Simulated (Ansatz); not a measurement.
## Elastic constants of TiB at 5 GPa (stress–strain coefficients): input and output

Method: DFT LDA, scalar-relativistic, plane waves, PAW (Ansatz).

Launched with:
```bash
ansatz run input.yaml --threads 1 --pin off --max-ram 3072MiB --backend cpu --events-out ev --progress --plain --runs-dir out
```

Input (bare energies are in eV):
```yaml
crystal:
  lattice:
    - [0.0, 2.3986911122, 2.3986911122]
    - [2.3986911122, 0.0, 2.3986911122]
    - [2.3986911122, 2.3986911122, 0.0]
  atoms:
    - { symbol: Ti, position: [0.75, 0.75, 0.75] }
    - { symbol: B, position: [0.0, 0.0, 0.0] }
basis:
  ecutwfc: 420
kpoints:
  mp_grid: { grid: [16, 16, 16] }
hamiltonian:
  xc: lda
scf:
  occupations: { method: fermi_dirac, width: 0.15 }
output:
  forces: true
  stress: true
  eigenvalues: true
elastic:
  mode: relaxed_ion
  amplitude: 0.005
```

From the output:
```
--- Elastic constants: 2 strain directions × 4 members + reference (group order 24) ---
  dense FFT box of the reference and of every strained cell: 24×24×24
  strains applied: 11, 23; error gains: componentwise 1.00 (the most a stress slope's error grows in a printed constant), spectral 1.73 (1 for all six strains in a standard setting)
  C = ∂σ_k/∂η_j (tension-positive GPa; Voigt order 11 22 33 23 13 12):
        96.735    146.838    146.838     -0.000     -0.000     -0.000
       146.838     96.735    146.838     -0.000      0.000      0.000
       146.838    146.838     96.735     -0.000      0.000     -0.000
         0.000      0.000      0.000     -6.979      0.000     -0.000
        -0.000     -0.000     -0.000      0.000     -6.979     -0.000
        -0.000      0.000     -0.000     -0.000     -0.000     -6.979
  reference stress σ⁰ (GPa):     -5.000     -5.000     -5.000      0.000      0.000     -0.000
  C* (energy form; C + prestress term) asymmetry max|C*_kj − C*_jk| = 8.527e-14 GPa — a small one proves nothing (zero by symmetry where the batch's group is 432, −43m or m−3m); a large one is finite-difference/SCF noise where every solve ...
  moduli (Voigt/Reuss/Hill, GPa): K = 130.14/130.14/130.14   G = -14.21/-9.81/-12.01   E = -37.17   ν = 0.548
  mechanically stable: NO (min eigenvalue of sym C = -50.10 GPa)
  strain η (Voigt 11):  stress-route row diagonal C_11 = 96.74 GPa, energy-path curvature d²(F+E_count+ΔE)/dδ²/Ω₀ = 96.73 GPa
    cells at ±δ against ±2δ: C11 96.72 and 96.66 GPa, apart by 0.04 % of the column's largest entry
         δ    σ_11 (GPa) F (eV) n_scf n_hpsi n_pw
    -1.000e-2      -5.9551       -2598.5322799       8   78237    545   relax 0 steps, max|allowed force component| 2.50e-16 eV/Å
    -5.000e-3      -5.4806       -2598.5372072       3   60036    548   relax 0 steps, max|allowed force component| 2.50e-16 eV/Å
     5.000e-3      -4.5134       -2598.5458178       3   58121    560   relax 0 steps, max|allowed force component| 2.22e-16 eV/Å
     1.000e-2      -4.0220       -2598.5494933       6   61964    560   relax 0 steps, max|allowed force component| 2.50e-16 eV/Å
  strain η (Voigt 23):  stress-route row diagonal C_44 = -6.98 GPa, energy-path curvature d²(F+E_count+ΔE)/dδ²/Ω₀ = -4.49 GPa
    cells at ±δ against ±2δ: C44 -6.99 and -7.03 GPa, apart by 0.52 % of the column's largest entry
         δ    σ_23 (GPa) F (eV) n_scf n_hpsi n_pw
    -1.000e-2       0.0703       -2598.5417619       6  103000    554   relax 3 steps, max|allowed force component| 2.09e-5 eV/Å
    -5.000e-3       0.0350       -2598.5417308       6  102497    556   relax 2 steps, max|allowed force component| 6.43e-6 eV/Å
     5.000e-3      -0.0350       -2598.5417308       6  102495    556   relax 2 steps, max|allowed force component| 2.57e-9 eV/Å
     1.000e-2      -0.0703       -2598.5417619       6  102520    554   relax 2 steps, max|allowed force component| 4.28e-6 eV/Å
```

The run took 4.6 min on 1 thread of Arm Neoverse V1, with other jobs on the host, peak memory 0.57 GiB.

In a metal, frequencies and elastic constants depend on the k mesh and the smearing, soft modes and shear constants most. Other phases may be more stable at this pressure.

As the tensor has a negative eigenvalue, the Reuss and Hill moduli of a polycrystal, and E and ν formed from them, have no physical meaning here.